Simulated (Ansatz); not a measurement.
Mn3Si (Fm-3m); volume scaled by 0.74.

```
Mn Si
1.0
     0.00000    2.58779    2.58779
     2.58779    0.00000    2.58779
     2.58779    2.58779    0.00000
Mn Si
3 1
Direct
  0.50000 0.50000 0.50000
  0.25000 0.25000 0.25000
  0.75000 0.75000 0.75000
  0.00000 0.00000 0.00000
```

The reference geometry is a structure as deposited in COD; nothing is relaxed.

Functional, mesh and filling: LDA, 10×10×10 k mesh, Fermi–Dirac smearing of 0.05 eV. LAPW is all-electron LAPW in Ansatz 0.2.0. Site moments are integrated in spheres about the atoms. Start moments (μB): Mn1 4, Mn2 4, Mn3 4.

The self-consistent cycle went as follows.

```json
{"iteration": "1", "Harris–Foulkes energy less the last (meV)": "-3821.133", "density residual (eV)": "1.5e-01", "M (μB)": "2.1850", "∫|m| (μB)": "2.2215"}
{"iteration": "2", "Harris–Foulkes energy less the last (meV)": "-1721.042", "density residual (eV)": "1.4e-01", "M (μB)": "2.0537", "∫|m| (μB)": "2.0832"}
{"iteration": "3", "Harris–Foulkes energy less the last (meV)": "-532.486", "density residual (eV)": "2.0e-01", "M (μB)": "1.1030", "∫|m| (μB)": "1.1139"}
{"iteration": "4", "Harris–Foulkes energy less the last (meV)": "-1.451", "density residual (eV)": "3.1e-03", "M (μB)": "1.0961", "∫|m| (μB)": "1.1098"}
{"iteration": "5", "Harris–Foulkes energy less the last (meV)": "-0.069", "density residual (eV)": "5.7e-04", "M (μB)": "1.0262", "∫|m| (μB)": "1.0347"}
{"iteration": "6", "Harris–Foulkes energy less the last (meV)": "-0.486", "density residual (eV)": "1.7e-03", "M (μB)": "0.9844", "∫|m| (μB)": "0.9907"}
{"iteration": "7", "Harris–Foulkes energy less the last (meV)": "0.014", "density residual (eV)": "9.3e-05", "M (μB)": "1.0003", "∫|m| (μB)": "1.0062"}
{"iteration": "8", "Harris–Foulkes energy less the last (meV)": "0.000", "density residual (eV)": "1.7e-05", "M (μB)": "0.9975", "∫|m| (μB)": "1.0030"}
{"iteration": "9", "Harris–Foulkes energy less the last (meV)": "0.000", "density residual (eV)": "1.1e-06", "M (μB)": "0.9976", "∫|m| (μB)": "1.0030"}
{"iteration": "10", "Harris–Foulkes energy less the last (meV)": "0.000", "density residual (eV)": "5.5e-08", "M (μB)": "0.9981", "∫|m| (μB)": "1.0036"}
{"iteration": "11", "Harris–Foulkes energy less the last (meV)": "0.000", "density residual (eV)": "3.4e-08", "M (μB)": "0.9982", "∫|m| (μB)": "1.0036"}
{"iteration": "12", "Harris–Foulkes energy less the last (meV)": "0.000", "density residual (eV)": "7.2e-10", "M (μB)": "0.9981", "∫|m| (μB)": "1.0035"}
{"iteration": "13", "Harris–Foulkes energy less the last (meV)": "0.000", "density residual (eV)": "4.6e-10", "M (μB)": "0.9981", "∫|m| (μB)": "1.0035"}
```

Site moments (μB): Mn1 0.85, Mn2 0.06, Mn3 0.06, Si4 0.01. Cell moment 1.00 μB.

The magnetic state is the one that this cell and start allow. It needn't be the compound's measured order, which may need a larger cell or be absent.
